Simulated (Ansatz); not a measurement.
# CaCuI2 single point

The input, for Ansatz 0.2.0 (plane waves, PAW):

```yaml
crystal:
  lattice:
    - [4.93073, 0.0, 0.0]
    - [2.465365, -5.927533, 0.0]
    - [0.0, 0.0, -8.268575]
  atoms:
    - { symbol: Cu, position: [0.788, 0.424, 0.75] }
    - { symbol: Cu, position: [0.212, 0.576, 0.25] }
    - { symbol: Ca, position: [0.067, 0.866, 0.75] }
    - { symbol: Ca, position: [0.933, 0.134, 0.25] }
    - { symbol: I, position: [0.359, 0.282, 0.95] }
    - { symbol: I, position: [0.641, 0.718, 0.45] }
    - { symbol: I, position: [0.641, 0.718, 0.05] }
    - { symbol: I, position: [0.359, 0.282, 0.55] }
  symmetry: { tolerance: 0.0003 }
kpoints:
  mp_grid: { grid: [8, 8, 4], shift: [0, 0, 0] }
  band_path:
    path:
      - [0.0, 0.0, 0.0]
      - [0.0, -0.5, 0.0]
      - [0.4135063, -0.29324685, 0.0]
      - [0.5864937, 0.29324685, 0.0]
      - [0.0, 0.0, 0.0]
      - [0.0, 0.0, -0.5]
      - [0.5864937, 0.29324685, -0.5]
      - [0.4135063, -0.29324685, -0.5]
      - [0.0, -0.5, -0.5]
      - [0.0, -0.5, 0.0]
      - [0.0, 0.0, 0.0]
    npoints: 6
magnetization:
  spin_polarized: false
scf:
  occupations: { method: fermi_dirac }
  lower_state_search: "off"
  max_iter: 200
hamiltonian:
  pseudopotentials: { kind: paw }
  xc: r2scan
basis:
  ecutwfc: 500
  fft_grid_basis: typed
output:
  forces: true
  stress: true
  eigenvalues: true
  bader: true
  populations: true
  elf: true
  write_potential: true
  volumetric_format: npy
  dos:
    e_range: [-12, 8]
    de: 0.05
    projected: { site_lists: { Ca: [Ca], Cu: [Cu], I: [I] } }
checkpoint:
  read: saved_state
```

The saved state is an earlier solution for the same cell, perhaps on another mesh. 

Output (shortened):

```
Pseudopotentials: kind: paw
Pseudopotential: Cu, paw, valence charge 19, recommended cutoff 500 eV (meta_gga), Cu.paw.azcp
Pseudopotential: Ca, paw, valence charge 10, recommended cutoff 500 eV (meta_gga), Ca.paw.azcp
Pseudopotential: I, paw, valence charge 17, recommended cutoff 500 eV (meta_gga), I.paw.azcp
Functional definition: r2SCAN
  exchange = r2scan_x(k0 = k0, k1 = k1, a1 = a1)
  correlation = r2scan_c
Crystal: 8 atoms, lattice volume = 241.666 Å³
Basis set: ecut = 500 eV, 6107 PW (Γ), exchange–correlation on 144×192×256 points (64 copies of the dense FFT grid, shifted against one another)
Bands: 76, of which v1, the nominal top of the filled ones, is band 63 counted from 1 (62 counted from 0)
Symmetry: 8 space group operations
Space group: Cmcm (ITA 63), of the structure as read, at distance tolerance 1.9e-3 Å
k-points: 63 of 256
Initial density: read from a saved state, or passed on in memory by an earlier SCF of this step, an earlier step, the calling program or the single point that the run made first
Functional: x = r2scan, c = r2scan; τ floored in thin density (d = 2e-4 eV/Å³)
SCF iter   1: F=-47019.9304 eV  Δρ=1.35e-3  dr2=6.32e-3  dr2_τ=1.71e-4
SCF iter   2: F=-47019.9220 eV  Δρ=2.90e-3  dr2=1.30e-2  dr2_τ=9.44e-5  recentre
SCF iter   3: F=-47019.9312 eV  Δρ=1.24e-3  dr2=3.27e-3  dr2_τ=4.39e-5
SCF iter   4: F=-47019.9339 eV  Δρ=2.00e-4  dr2=1.19e-4  dr2_τ=2.04e-6
SCF iter   5: F=-47019.9341 eV  Δρ=7.14e-5  dr2=1.08e-5  dr2_τ=9.59e-7
SCF iter   6: F=-47019.9341 eV  Δρ=2.25e-5  dr2=8.73e-7  dr2_τ=1.22e-7
SCF iter   7: F=-47019.9341 eV  Δρ=1.09e-5  dr2=2.63e-7  dr2_τ=4.06e-9
SCF iter   8: F=-47019.9341 eV  Δρ=1.38e-6  dr2=5.68e-9  dr2_τ=2.96e-10
Free energy (F): -47019.9341 eV
Harris-Foulkes:  -47019.9341 eV  (|F-HF|=4.47e-9)
Internal energy: -47019.8004 eV  (E = F + TS)
E sigma→0 (E₀):  -47019.8673 eV
Entropy (-TS):   -0.1337 eV (-16.716 meV/atom)
Fermi energy:    9.3289 eV
--- Per-component energies (eV) ---
  E_band       = -2809.8536
  E_kinetic    = 1908.6736
  E_local      = -20828.8548  (includes V_loc(G=0)·N_el)
  E_nonlocal   = 579.4342
  E_hartree    = 9750.0968
  E_xc         = -918.3218
  E_vxc        = -1185.9106  (∫ρ·V_xc dr)
  E_paw        = -24460.6315  (= ΣΔE_a)
  E_vpaw       = -2856.4417  (= ΣTr[D̂ρ^β])
  E_aug_tail   = 0.0002  (compensation charges beyond the density's cutoff)
  E_vtau       = 73.0548  (kinetic-family band-sum trace: ∫τ·v_τ [+ j·A + Jᵃ·Aᵃ] dr)
  E_ewald      = -13049.4458
  E_core_change = -0.7513  (= ΣΔE_core)
  E_smearing   = -0.1337  (= −TS)
--- Forces (eV/Å), atoms counted from 1 ---
  atom   1  Cu     0.0000     0.0462     0.0000
  atom   2  Cu     0.0000    -0.0462     0.0000
  atom   3  Ca     0.0000     0.0880     0.0000
  atom   4  Ca     0.0000    -0.0880     0.0000
  atom   5  I      0.0000    -0.1440    -0.8781
  atom   6  I      0.0000     0.1440    -0.8781
  atom   7  I      0.0000     0.1440     0.8781
  atom   8  I      0.0000    -0.1440     0.8781
--- Stress (GPa, compression-positive) ---
       -2.1308       0.0000       0.0000
        0.0000       1.4822       0.0000
        0.0000       0.0000       0.0039
  P = ⅓ Tr σ = -0.2149 GPa (-2.149 kbar)
--- Löwdin populations: 8 sites ---
  site symbol       q [e]
     0     Cu     18.9294
     1     Cu     18.9294
     2     Ca      8.5079
     3     Ca      8.5079
     4      I     17.4927
     5      I     17.4927
     6      I     17.4927
     7      I     17.4927
  spilling = 0.0092 (of n_electrons = 126.0000)
--- Bader charges: 8 sites ---
  site symbol  charge [e]  shift [e]
     0     Cu     -0.0190     0.0001
     1     Cu     -0.0190     0.0001
     2     Ca      1.4969     0.0000
     3     Ca      1.4969     0.0000
     4      I     -0.7389     0.0000
     5      I     -0.7389     0.0000
     6      I     -0.7389     0.0000
     7      I     -0.7389     0.0000
```

Origin: a known structure type with other elements, at an estimated volume, so it need not be a known compound.
